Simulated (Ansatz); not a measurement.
Au (fcc, Cu type)

```
CELL_PARAMETERS angstrom
      4.15718     0.00000     0.00000
      0.00000     4.15718     0.00000
      0.00000     0.00000     4.15718
ATOMIC_POSITIONS crystal
  Au 0.00000 0.00000 0.00000
  Au 0.50000 0.50000 0.00000
  Au 0.50000 0.00000 0.50000
  Au 0.00000 0.50000 0.50000
```

In this cell atom 3 (Au, nearest neighbour Au at 2.940 Å; its periodic images, 4.2 Å or more away, move with it) is moved by u·(0.707, 0.707, 0.000) + v·(0.000, 0.000, 1.000); the rest is frozen.

The numbers are results of PBE (plane waves to 420 eV, PAW, scalar-relativistic; Ansatz, a first-principles code), not measurements. k mesh 9×9×9 (Γ-centred), Fermi-Dirac smearing 0.05 eV. Stress and pressure are positive under compression. Points where atoms come too close for the PAW data are left out (x in tables, blank in figures). With partly filled bands, energies and forces of such displacements shift with the k mesh and the smearing. Au was relaxed with its symmetry unable to fall. Spin-orbit coupling is left out, though Au is heavy. The last digit holds for this mesh only.

Changes of P (GPa) from the point u = 0.000 Å, v = 0.000 Å when one coordinate moves alone (two changes are said to add if the coupling is within 5 % of the smaller one, nearly so within 20 %):

```csv
point,change
"u = 0.000 Å, v = -0.970 Å",36.73
"u = 0.000 Å, v = -0.647 Å",15.66
"u = 0.000 Å, v = -0.323 Å",3.68
"u = -0.647 Å, v = 0.000 Å",17.77
"u = -0.323 Å, v = 0.000 Å",3.77
"u = 0.323 Å, v = 0.000 Å",3.77
"u = 0.647 Å, v = 0.000 Å",17.77
"u = 0.000 Å, v = 0.323 Å",3.68
"u = 0.000 Å, v = 0.647 Å",15.66
"u = 0.000 Å, v = 0.970 Å",36.73
```

### Question
Do the two effects add at u = 0.647 Å, v = -0.647 Å? Give the computed change.

### Answer
The sum of the single changes is 17.77 + (15.66) = 33.43; the calculation gives 41.47, so the coupling contributes 8.04 (over 20 % of the smaller single change, not additive).

### Question
Do the two effects add at u = 0.323 Å, v = -0.647 Å? Give the computed change.

### Answer
The sum of the single changes is 3.77 + (15.66) = 19.43; the calculation gives 21.86, so the coupling contributes 2.43 (over 20 % of the smaller single change, not additive).

### Question
Do the two effects add at u = 0.323 Å, v = -0.970 Å? Give the computed change.

### Answer
The sum of the single changes is 3.77 + (36.73) = 40.50; the calculation gives 47.23, so the coupling contributes 6.73 (over 20 % of the smaller single change, not additive).

(For displaced atoms, the force is minus the slope of the energy, and its curvature is a force constant, which sets phonon frequencies.)
